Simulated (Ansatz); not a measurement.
C (diamond)

Space group Fd-3m, origin choice 1 (No. 227); a = 3.560 Å, b = 3.560 Å, c = 3.560 Å, α = 90.00°, β = 90.00°, γ = 90.00°

```
atom  site  symmetry       x       y       z
----  ----  --------  ------  ------  ------
C       8a      -43m  0.0000  0.0000  0.0000
```
(The calculation used a cell of 2 atoms; values per cell refer to that cell.)

Equation-of-state scan: isotropic scaling of the cell above, V₀ being its volume. Symmetry pins the atoms to their sites.

All values below come from r2SCAN (plane waves to 500 eV, PAW, scalar-relativistic; Ansatz, a quantum-chemistry and plane-wave program). k mesh 16×16×16 (Γ-centred), Fermi-Dirac smearing 0.05 eV. Energies are smeared free energies. C was relaxed with its symmetry unable to fall. ΔE is measured from the relaxed starting cell.

Q: Predict the ΔE (kJ/mol of atoms) at V/V₀ = 0.940, 0.952, 0.964, 0.976, 0.988, 1.024, 1.036, 1.060.

A: 
```csv
V/V₀,ΔE (kJ/mol of atoms)
0.940,3.03
0.952,1.90
0.964,1.05
0.976,0.46
0.988,0.11
1.024,0.42
1.036,0.94
1.060,2.52
```

(A scan under strain: stresses follow from slopes of the energy per volume, elastic moduli from its curvatures.)
